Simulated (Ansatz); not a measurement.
How much do the gradients of K₂Se₂O₇ depend on the method?

Cell: a computed structure from the Materials Project (it need not be an observed phase), atoms as given.

Space group C2/c (No. 15); a = 12.8292, b = 7.5414, c = 7.4904 Å, β = 93.41°.

```
site  Wyckoff  site symmetry       x       y       z
   K       8f              1  0.6463  0.1473  0.3648
  Se       8f              1  0.6060  0.6792  0.3711
  O9       8f              1  0.5547  0.7995  0.5239
 O13       8f              1  0.6618  0.8029  0.2260
 O17       8f              1  0.1755  0.0115  0.4432
 O21       4e              2  0.5000  0.5648  0.2500
```

One atom of each set is listed; the run and its k-mesh use a cell of 22 atoms with edges of 7.44, 7.44, 7.49 Å.

First run. Method: Kohn–Sham DFT in Ansatz, PBE, plane waves and PAW, scalar-relativistic, 420 eV cutoff, Γ-centred 4×4×3 k-points, Fermi–Dirac smearing 0.02 eV.

```csv
site,V_zz (10²¹ V/m²),η
K,-0.89,0.88
Se,13.42,0.08
O9,17.55,0.15
O13,17.37,0.11
O17,17.77,0.18
O21,15.88,0.90
```

Second run. The same atoms and settings, except that the functional is LDA.

Q: Given the first result, estimate the second.

A: 

```tsv
site	V_zz	η	change of V_zz
K	-0.88	0.92	+0.01
Se	13.08	0.08	-0.34
O9	17.20	0.15	-0.35
O13	17.02	0.11	-0.35
O17	17.42	0.18	-0.35
O21	15.63	0.89	-0.25
```

The largest change of V_zz is on O13, from 17.37 to 17.02. In per cent, |V_zz| changes by -2 on K, -3 on Se, -2 on O (all sites that start above 0.5).

For the first run: The largest force is 0.5 eV/Å, so the atoms aren't at the calculated equilibrium and relaxing them would move these values.
